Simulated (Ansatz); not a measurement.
**NaWO₃: one atom moved over a plane**

All numbers below come from Ansatz, DFT PBEsol, scalar-relativistic, plane waves, PAW. The runs took a 420 eV cutoff, a Γ-centred 12×12×12 mesh and Gaussian smearing (0.15 eV). Spin–orbit coupling is left out, which can shift energies with elements as heavy as these. No spin polarisation. Energies are free energies at this smearing, counted from the undisturbed cell; pressure is positive in compression.

The starting cell (as given, not relaxed at this level; it stands at 4.5 GPa, and it needn't be the usual structure):

```yaml
crystal:
  lattice:
    - [3.85000, 0.00000, 0.00000]
    - [0.00000, 3.85000, 0.00000]
    - [0.00000, 0.00000, 3.85000]
  atoms:
    - { symbol: Na, position: [0.00000, 0.00000, 0.00000] }
    - { symbol: W, position: [0.50000, 0.50000, 0.50000] }
    - { symbol: O, position: [0.50000, 0.50000, 0.00000] }
    - { symbol: O, position: [0.00000, 0.50000, 0.50000] }
    - { symbol: O, position: [0.50000, 0.00000, 0.50000] }
```

Atom 3 (O) is moved by p along (1.000, 0.000, 0.000) and q along (0.000, 0.000, 1.000) (Å), all else fixed. Points are written (p, q).

p was sampled at -0.450, -0.225, 0.000, 0.225, 0.450 and q at -0.450, -0.225, 0.000, 0.225, 0.450.

Question: Where on the computed points is the energy highest, and how high?

Answer: At (0.000, -0.450), (0.000, 0.450): 4.46 eV/cell.

Question: Away from (0, 0), which computed point is lowest?

Answer: (-0.225, 0.000), (0.225, 0.000): 0.19 eV/cell.

The map, in eV/cell:

| p \ q | -0.450 | -0.225 | 0.000 | 0.225 | 0.450 |
| --- | --- | --- | --- | --- | --- |
| -0.450 | 3.82 | 1.21 | 0.63 | 1.21 | 3.82 |
| -0.225 | 4.26 | 0.92 | 0.19 | 0.92 | 4.26 |
| 0.000 | 4.46 | 0.79 | 0.00 | 0.79 | 4.46 |
| 0.225 | 4.26 | 0.92 | 0.19 | 0.92 | 4.26 |
| 0.450 | 3.82 | 1.21 | 0.63 | 1.21 | 3.82 |

Many cubic perovskites lower their energy by tilts or polar distortions; a scan of this one displacement doesn't rule them out.